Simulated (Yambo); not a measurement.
**Optical response of K2BrOH**

```xyz
10
Lattice="6.8320 0.0000 0.0000 0.0000 4.3171 0.0000 -2.6762 0.0000 8.1660" Properties=species:S:1:pos:R:3 pbc="T T T"
H     -0.9914     1.0793     6.4403
H      5.1472     3.2378     1.7257
O     -0.0672     1.0793     6.7548
O      4.2230     3.2378     1.4112
K      1.8925     3.2378     0.2895
K      2.2633     1.0793     7.8765
K      3.7948     1.0793     3.1339
K      0.3610     3.2378     5.0321
Br     0.4306     1.0793     2.4505
Br     3.7252     3.2378     5.7155
```

Yambo, RPA with local fields on LDA bands shifted by a G0W0 scissor of 2.72 eV; 4×4×2 mesh, 173 bands, 3 Ry local-field block, 0.2 eV broadening; field along x.

```csv
E (eV),Im ε,Re ε,"Im ε, independent particles"
0.0,0.00,2.10,0.00
0.5,0.00,2.10,0.00
1.0,0.00,2.10,0.00
1.5,0.00,2.11,0.01
2.0,0.01,2.13,0.01
2.5,0.01,2.15,0.01
3.0,0.01,2.17,0.01
3.5,0.01,2.20,0.02
4.0,0.02,2.24,0.02
4.5,0.02,2.29,0.03
5.0,0.03,2.35,0.04
5.5,0.04,2.44,0.06
6.0,0.08,2.56,0.10
6.5,0.14,2.71,0.17
7.0,0.35,2.85,0.43
7.5,0.45,3.03,0.58
8.0,0.99,3.13,1.30
8.5,1.25,3.07,1.70
9.0,1.40,2.66,1.93
9.5,1.57,2.86,2.90
10.0,2.38,2.49,3.89
10.5,2.22,1.51,2.68
11.0,1.53,1.26,1.80
11.5,1.50,1.51,2.20
12.0,1.54,1.40,2.20
12.5,1.63,1.28,2.07
13.0,1.74,1.15,1.97
13.5,1.56,0.80,1.46
14.0,1.21,0.68,1.13
14.5,0.95,0.81,0.99
15.0,0.92,0.92,0.96
15.5,1.03,0.88,1.02
16.0,0.81,0.71,0.89
16.5,0.74,0.83,0.87
17.0,0.65,0.87,0.83
17.5,0.63,0.93,0.78
18.0,0.60,0.99,0.70
18.5,0.63,1.06,0.77
19.0,0.61,1.00,0.78
19.5,0.59,1.11,0.96
20.0,0.72,1.17,1.32
```

Structure narrower than a few tenths of an eV can come from the finite k mesh. Convergence of the RPA response with its 4×4×2 mesh was not tested. The scissor comes from a G0W0 run whose convergence isn't established. No excitonic effects at this level.

Spin-orbit coupling is not included.

Geometry of the Materials Project entry, not relaxed at this level.

The structure is a Materials Project entry; no match was found in the copy of COD used, and its stability was not checked.
